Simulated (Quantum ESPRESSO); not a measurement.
# Planted mistakes on one cell of Si3O4NF

Calculated results; nothing here was measured. They come from pw.x of Quantum ESPRESSO 7.5, a plane-wave density functional program, with PseudoDojo standard norm-conserving files (v0.5 for PBE, v0.4.1 for LDA and PBEsol). The cells are made up: elements, strain and atom displacements were drawn at random, and nothing was relaxed. There is no spin polarisation, spin-orbit coupling or dispersion term.

The cell has 9 sites of a quartz lattice. Sites 1 to 3 hold Si Si Si; sites 4 to 9 hold O N O F O O. Cell vectors in Å: (5.084, 0.000, 0.000); (-2.542, 4.403, 0.000); (0.000, 0.000, 5.581). Settings: PBE, cutoff 1143 eV, 5 x 5 x 4 k mesh shifted by half a step, Fermi-Dirac smearing of 0.025 eV.

The intended run has a self-consistency threshold of 1e-07 eV, a smearing term of 0.000 eV, a pressure of -5.62 GPa and 12 iterations. Each further run changes one thing: all lengths scaled by 0.9801; atoms of sites 5 and 8 exchanged; cutoff 703 eV; files of LDA; one electron removed; smearing 0.71 eV; threshold 0.2 eV. A coarse mesh keeps the shift, and a charged cell sits in a uniform background.

```
run  change of free energy (eV)  smearing term -TS (eV)  change of P (GPa)  largest change of a force component (eV/Å)  iterations
  A                       2.413                   0.000              -7.00                                       0.338          12
  B                       2.998                   0.000             -20.35                                       0.032          12
  C                       0.023                   0.000               1.37                                       0.099           5
  D                      -0.049                   0.000               9.56                                       0.606          11
  E                       0.173                   0.000               0.15                                       3.279          13
  F                      -0.297                  -1.038               2.06                                       0.743          12
  G                      -3.245                  -0.015             -11.37                                       3.314          14
```

A rerun of the intended cell at 1437 eV and k mesh 7 x 7 x 6 moved values by no more than 0.002 eV in the cell's energy, 0.02 GPa in stress and 0.002 eV/Å in force.

Question: which change belongs to which run?

## Worked reading

Run C has the fewest iterations, as a run stopped early does. Run F has the largest smearing term, as wide smearing gives. Run B has a higher energy and the largest fall in pressure, as too small a basis gives. Run D changes the volume by a factor of 0.9415; minus its pressure change over the logarithm of that factor, 159 GPa, is a rough bulk modulus with clamped atoms. Energies from files of another functional, or of a charged cell, have another zero and say nothing on stability; the pressure of a charged cell rests on the program's zero of potential too.

## Key

| run | change |
| --- | --- |
| A | files of LDA |
| B | cutoff 703 eV |
| C | threshold 0.2 eV |
| D | all lengths scaled by 0.9801 |
| E | atoms of sites 5 and 8 exchanged |
| F | smearing 0.71 eV |
| G | one electron removed |